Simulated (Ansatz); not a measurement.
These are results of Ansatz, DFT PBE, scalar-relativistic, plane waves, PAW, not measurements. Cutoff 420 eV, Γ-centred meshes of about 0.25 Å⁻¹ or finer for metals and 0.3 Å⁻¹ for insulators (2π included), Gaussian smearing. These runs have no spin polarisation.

These are static total energies at zero pressure.

Two forms of Al₃RuN were relaxed alike.

A.

```
CELL_PARAMETERS angstrom
3.62203 0.00000 0.00000
0.00000 3.62203 0.00000
0.00000 0.00000 5.37619
ATOMIC_POSITIONS crystal
Al 0.00000 0.00000 0.03850
Al 0.50000 0.00000 0.55789
Al 0.00000 0.50000 0.55789
Ru 0.50000 0.50000 0.87630
N 0.00000 0.00000 0.39565
```

B.

```
CELL_PARAMETERS angstrom
3.03344 0.00000 0.00000
0.00000 3.03344 0.00000
0.00000 0.00000 6.59093
ATOMIC_POSITIONS crystal
Al 0.50000 0.50000 0.70460
Al 0.50000 0.50000 0.29540
Al 0.00000 0.00000 0.00000
Ru 0.00000 0.00000 0.50000
N 0.50000 0.50000 0.00000
```

Task: Which would you expect to be lower, and how large is the difference?

Result: B is lower, by 296 meV/atom. A has space group P4mm (No. 99), 14.1 Å³/atom and no gap on its mesh; B has space group P4/mmm (No. 123), 12.1 Å³/atom and a gap of 0.05 eV. Counting Al or Ru atoms around N (for each partner element, those within 1.25 times its shortest distance or 1.15 times the sum of covalent radii, where it is the nearest in units of that sum or under 1.3), A has N 5 and B has N 6. The denser one is the lower, and pressure would at first widen the difference. In A, Al on a site of symmetry 4mm is surrounded by 1 N at 1.92 Å, 4 Ru at 2.71 Å and 8 Al at 3.16–3.33 Å; Ru has 4 Al at 2.49 Å and 4 Al at 2.71 Å; N is surrounded by 5 Al at 1.92–2.01 Å; 1 more site not described. In B, around Al on a site of symmetry 4mm lie 1 N at 1.95 Å, 4 Ru at 2.53 Å, 1 Al at 2.70 Å and 8 Al at 2.90–3.03 Å; around Ru lie 8 Al at 2.53 Å and 4 Ru at 3.03 Å; N is surrounded by 2 Al at 1.95 Å and 4 Al at 2.14 Å; 1 more site not described. Both come from trial cells of a structure search.

Trial moments fell under 0.15 μB along the way in P4mm and P4/mmm; another start might hold them. Small gaps are read on the mesh alone, and bands can cross between its points. With atoms moved at random, B (by 7 meV/atom) fell into a lower structure. A had no clear such test and can be a saddle point.
